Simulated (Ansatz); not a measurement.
In:
```xyz
4
Lattice="2.6002 -4.3520 0.0000 2.6002 4.3520 0.0000 0.0000 0.0000 5.1117" Properties=species:S:1:pos:R:3 pbc="T T T"
In     2.6002    -2.9911     4.6734
In     2.6002     1.3609     2.9941
In     2.6002     2.9911     0.4382
In     2.6002    -1.3609     2.1176
```

Relaxed with r²SCAN. Special points in fractions of this cell's reciprocal vectors: Γ (0.000, 0.000, 0.000); Y (-0.500, 0.500, 0.000); C0 (-0.339, 0.661, 0.000); Σ0 (0.339, 0.339, 0.000); Z (0.000, 0.000, 0.500); A0 (0.339, 0.339, 0.500); E0 (-0.339, 0.661, 0.500); T (-0.500, 0.500, 0.500); S (0.000, 0.500, 0.000); R (0.000, 0.500, 0.500).

Question: List the band energies nearest the Fermi level at these points for the program Ansatz at the r²SCAN level (PAW).

Answer: In eV from the Fermi level; about four levels below and three above (degenerate sets whole), none deeper than 8.9 eV; points with the same levels are listed once.

```
k                     below                above
--  -----------------------  -------------------
Γ   -3.20 -1.87 -1.50 -0.54       0.94 1.01 1.12
Y   -3.93 -2.81 -1.46 -1.14       1.20 1.42 2.66
C0  -0.91 -0.83 -0.16 -0.11       1.17 2.08 2.28
Z   -8.00 -8.00 -0.50 -0.50  0.02 0.02 0.03 0.03
A0  -5.30 -5.30 -2.88 -2.88  3.38 3.38 4.48 4.48
T   -0.99 -0.99 -0.83 -0.83  5.85 5.85 6.78 6.78
S   -3.07 -3.07 -1.10 -1.10  0.98 0.98 3.64 3.64
R   -5.42 -5.42 -1.27 -1.27  0.71 0.71 6.08 6.08
```

Space group Cmce. The start of the workflow was typed in or built on a structure type; neither database checked (COD, Materials Project) lists it. It is not the phase usual at ambient conditions (space group No. 139). The r²SCAN relaxation kept the symmetry of its start; its stability against distortions is not shown here. Scalar-relativistic: spin–orbit coupling is off unless named, which matters more the heavier the elements.

Potentials: the earlier of the program's two PAW sets.
